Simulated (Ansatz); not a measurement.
SiNi in space group Pnma (No. 62; Si on 4c, Ni on 4c) at seven volumes, the program Ansatz at the PBE level (PAW), shape and atoms relaxed at each. One row is withheld.

| V (Å³/atom) | P (GPa) |
|---|---|
| 11.115 | 19.32 |
| 11.482 | 11.87 |
| 11.848 | 5.46 |
| 12.214 | 0.01 |
| 12.581 | ? |
| 12.947 | -8.35 |
| 13.314 | -11.58 |

Q: Fit the shown pressures and predict the withheld one.

A: P = (3/2)B₀(x^(7/2) − x^(5/2))[1 + (3/4)(B′ − 4)(x − 1)] with x = (V₀/V)^(2/3). Least squares on the six rows gives V₀ = 12.219 Å³/atom, B₀ = 164 GPa, B′ = 4.58. At V = 12.581, x = 0.9807 and P = -4.48 GPa. The run itself gave -4.54 GPa.

The cell keeps a stress of up to 0.3 GPa. The PBE relaxation kept the symmetry of its start. No spin polarisation was allowed.

Potentials: the earlier of the program's two PAW sets.
